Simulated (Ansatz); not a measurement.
The start is a relaxed TiC cell, doubled along one cell vector, shaken by Gaussian noise of σ = 0.08 Å a coordinate. Cell shape, volume and atoms are optimised at zero target pressure with PBE (plane waves to 420 eV, PAW, scalar-relativistic; Ansatz, a first-principles code). The first steps use a coarse 5×9×8 k-mesh.

Initial structure:
```yaml
crystal:
  lattice:
    - [5.20836, 0.00000, 0.00000]
    - [0.00000, 2.60418, 0.00000]
    - [0.00000, 0.00000, 2.92061]
  atoms:
    - { symbol: C, position: [0.26570, 0.48647, 0.51139] }
    - { symbol: C, position: [0.74741, 0.49976, 0.50363] }
    - { symbol: Ti, position: [0.99006, 0.96390, 0.96086] }
    - { symbol: Ti, position: [0.49653, 0.97842, 0.99868] }
```

| Item | Result |
|---|---|
| Largest initial force | about 1.1 eV/Å, on Ti4 (atoms numbered as listed) |
| Energy released | 1.02 eV/atom |
| Volume change | +2.6 %, from 9.90 to 10.16 Å³/atom |
| Shortest distances (start → end) | The closest pairs of elements (up to four, under 3.6 Å), start → end: C–Ti 2.20 → 2.17 Å; C–C 2.51 → 2.36 Å; Ti–Ti 2.57 → 2.98 Å |
| Band gap at the end | no gap (metallic) |
| Optimiser moves | 19 |

Final values are on a 17×17×10 k-mesh of the relaxed cell. No spin polarisation in the result.

The relaxed structure here is a generated cell of TiC: the first start was made by placing the elements on the sites of a structure type, and the end was not matched to a known phase here, so it may be hypothetical. Known forms of TiC include space group No. 225.
